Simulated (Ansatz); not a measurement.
Electric field gradients in CO₂

The cell is a structure deposited in the COD (listed for 1.0 GPa) whose atoms were relaxed with PBE, the cell held.

```cif
data_CO2
_symmetry_space_group_name_H-M 'Pa-3'
_symmetry_Int_Tables_number 205
_cell_length_a 5.4942
_cell_length_b 5.4942
_cell_length_c 5.4942
_cell_angle_alpha 90.000
_cell_angle_beta 90.000
_cell_angle_gamma 90.000
loop_
_atom_site_label
_atom_site_type_symbol
_atom_site_symmetry_multiplicity
_atom_site_Wyckoff_symbol
_atom_site_fract_x
_atom_site_fract_y
_atom_site_fract_z
C C 4 a 0.0000 0.0000 0.0000
O O 8 c 0.1227 0.1227 0.1227
```

One atom of each set is listed.

All values are calculated (Ansatz; DFT, PBE, plane waves and PAW (field gradients read without the response of the frozen cores, which leaves them typically 4 to 6 % off), scalar-relativistic, 420 eV cutoff, Γ-centred 5×5×5 k-points, Fermi–Dirac smearing 0.02 eV), not measured.

V_zz is the principal component of the electric field gradient with the largest magnitude, η = (V_xx − V_yy)/V_zz and C_Q = eQV_zz/h.

17O: I = 5/2, Q = -25.58 mb. Q values from Pyykkö, Mol. Phys. 116, 1328 (2018).

```json
{"site": "C", "atoms": "4", "first shell": "2 O at 1.17 Å, angle 180°", "V_xx, V_yy, V_zz (10²¹ V/m²)": "1.32, 1.32, -2.64", "η": "0.00", "C_Q (MHz)": "–"}
{"site": "O", "atoms": "8", "first shell": "1 C at 1.17 Å", "V_xx, V_yy, V_zz (10²¹ V/m²)": "-3.76, -3.76, 7.52", "η": "0.00", "C_Q (MHz)": "-4.65"}
```

An axis of threefold or higher order runs through C and O, so V_zz lies along it and η is zero.

C has no stable isotope with a ground-state quadrupole moment in the table, so no C_Q is given.
